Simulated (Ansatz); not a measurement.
Crystals of one structure type (zinc blende) and one family of elements, relaxed and computed with the program Ansatz at the r²SCAN level (PAW).

```tsv
crystal	V (Å³/atom)	highest Γ mode, no LO–TO term (cm⁻¹)
BN	5.87	1042
AlN	10.43	?
GaN	11.38	545
BP	11.67	819
GaP	20.25	360
GaAs	22.73	265
GaSb	28.83	223
```

Fit a straight line to ln ω against ln V and predict the withheld value.

Least squares on the 6 shown rows: ln ω = -1.02 × ln V + (8.884), with a scatter of 16 %. For AlN this gives 660. The run itself gave 664, within the scatter.

All cells were relaxed under the symmetry of their starts (and spin orders); stability against distortions was not tested throughout. Spin–orbit coupling is left out wherever it is not named.

Potentials: the earlier of the program's two PAW sets.
